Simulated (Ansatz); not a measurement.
# Vibrations of FeNi3 (Pm-3m) by finite displacements

```xyz
4
Lattice="3.4467 0.0000 0.0000 0.0000 3.4467 0.0000 0.0000 0.0000 3.4467" Properties=species:S:1:pos:R:3 pbc="T T T"
Fe    0.0000    0.0000    0.0000
Ni    0.0000    1.7233    1.7233
Ni    1.7233    0.0000    1.7233
Ni    1.7233    1.7233    0.0000
```

Starting moments along z (μB): Fe1 +2.7, Ni2 +0.6, Ni3 +0.6, Ni4 +0.6.

Computed, not measured; unless marked otherwise by LDA, all-electron LAPW in Ansatz 0.2.0, scalar-relativistic, spin-polarised. k mesh 8×8×8, Fermi-Dirac smearing of 0.080 eV, basis error target 1 meV/atom. The cell was relaxed by PAW under this functional, which moved its volume by -8 % from the database entry's.

Atoms are displaced by 0.01 Å in the primitive cell, which gives the zone-centre modes alone. Negative values stand for unstable modes.

Is the structure dynamically stable at these wave vectors?

Yes, no mode is unstable there; wave vectors off this mesh aren't tested.

How do the optical zone-centre modes decompose, and which are active?

Point group m-3m: Γ_opt = T2u + 2T1u.

```json
{"label": "T2u", "meV": "26.46", "activity": "silent", "mostly": "Ni (100 %)"}
{"label": "T1u", "meV": "27.19", "activity": "IR", "mostly": "Fe (60 %)"}
{"label": "T1u", "meV": "36.62", "activity": "IR", "mostly": "Ni (85 %)"}
```

In a metal the activity is that of symmetry alone; free carriers screen the infrared modes.

How well do frozen-core PAW files reproduce these all-electron values?

With a cutoff of 420 eV and displacements of 0.0025 Å, the r.m.s. difference over the modes is 0.1 cm⁻¹; the largest difference is 295.2 (PAW) against 295.4 cm⁻¹ (LAPW).

The cell is scaled evenly to 39.716 and 42.173 Å³ (from 40.945), with free atoms relaxed and the shape held. What are the mode Grüneisen parameters γ = −d ln ω/d ln V?

For the highest mode, 316.8 cm⁻¹ in the small cell and 275.1 in the large one give γ ≈ 2.35. From the change of the dynamical matrix on each mode:

| point | cm⁻¹ | γ |
| --- | --- | --- |
| Gamma | 213.4 | 1.96 |
| Gamma | 219.3 | 2.02 |
| Gamma | 295.4 | 2.35 |

Limits of these numbers: a lower magnetic state may exist; responses of metals move with mesh and smearing; zone-boundary modes aren't tested; the frozen-core PAW files of the compared runs were fitted under PBE, their cores solved anew for this functional.
